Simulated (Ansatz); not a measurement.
# Calculated ⁹⁷Mo nuclear quadrupole resonance for Si2Mo at a changed volume

Cell: an entry of the Crystallography Open Database (COD), relaxed with PBE at fixed cell and then changed (volume scaled by 0.94, ions relaxed).

```cif
data_structure
_symmetry_space_group_name_H-M 'P 1'
_symmetry_Int_Tables_number 1
_cell_length_a 4.4427
_cell_length_b 4.4427
_cell_length_c 4.4427
_cell_angle_alpha 138.684
_cell_angle_beta 138.684
_cell_angle_gamma 59.857
_cell_volume 37.83
loop_
_atom_site_label
_atom_site_type_symbol
_atom_site_fract_x
_atom_site_fract_y
_atom_site_fract_z
_atom_site_occupancy
Si1 Si 0.33406 0.33406 0.00000 1
Si2 Si 0.66594 0.66594 0.00000 1
Mo3 Mo 0.00000 0.00000 0.00000 1
```

Atoms are numbered from 1 in the order listed; like atoms form one site, named after its first atom.

Method: Kohn–Sham DFT in Ansatz, PBE, plane waves and PAW, scalar-relativistic, 420 eV cutoff, Γ-centred 20×20×20 k-points, Fermi–Dirac smearing 0.05 eV.

⁹⁷Mo: I = 5/2, Q = 255.0 mb (year-2017 value). Static lattice, zero field.

(1) The simulated lines lie at 6.11, 12.2 MHz. What are |C_Q|, η and |V_zz| at Mo?

## Answers

(1) For I = 5/2 and η = 0 the lines are 3|C_Q|/20 and twice that; η pulls their ratio below 2. Here |C_Q| = 40.8 MHz, η = 0.00 and |V_zz| = 6.61 × 10²¹ V/m². The calculation gives V_zz negative; the lines don't show the sign. The site has 10 Si at 2.56–2.57 Å.

An axis of threefold or higher order runs through Mo, so V_zz lies along it and η is zero.

With no gap above 0.1 eV, as in a metal, the gradients converge slowly in k; expect changes of a tenth or more on a denser mesh. Without spin–orbit coupling (the program notes it for Mo) the gradients can shift somewhat, as the gap is small. At this changed cell the PBE pressure is 18 GPa.
